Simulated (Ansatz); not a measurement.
SrCl$_{2}$:
```xyz
3
Lattice="0.0000 3.4975 3.4975 3.4975 0.0000 3.4975 3.4975 3.4975 0.0000" Properties=species:S:1:pos:R:3 pbc="T T T"
Sr     0.0000     0.0000     0.0000
Cl     1.7487     1.7487     1.7487
Cl     5.2462     5.2462     5.2462
```

Relaxed with r²SCAN. Special points in fractions of this cell's reciprocal vectors: Γ (0.000, 0.000, 0.000); X (0.500, 0.000, 0.500); U (0.625, 0.250, 0.625); K (0.375, 0.375, 0.750); L (0.500, 0.500, 0.500); W (0.500, 0.250, 0.750).

Task: List the band energies nearest the valence-band maximum at these points for plane-wave PAW r²SCAN with spin–orbit coupling (Ansatz code).

Result: In eV from the valence-band maximum; about four levels below and three above (degenerate sets whole), none deeper than 8.9 eV; points with the same levels are listed once.

```json
[
 {"k": "Γ", "below": "-0.30 -0.30 -0.30 -0.30", "above": "5.94 5.94 6.70 6.70 6.70 6.70"},
 {"k": "X", "below": "-0.35 -0.35 0.00 0.00", "above": "5.99 5.99 7.79 7.79"},
 {"k": "U", "below": "-0.52 -0.52 -0.11 -0.11", "above": "6.44 6.44 7.84 7.84"},
 {"k": "L", "below": "-1.10 -1.10 -1.01 -1.01", "above": "7.30 7.30 7.32 7.32"},
 {"k": "W", "below": "-0.29 -0.29 -0.10 -0.10", "above": "6.69 6.69 7.62 7.62"}
]
```

Space group Fm-3m (fluorite). Symmetry was held in the r²SCAN relaxation; phonons on a q-mesh show no instability.

Potentials: the later of the program's two PAW sets.
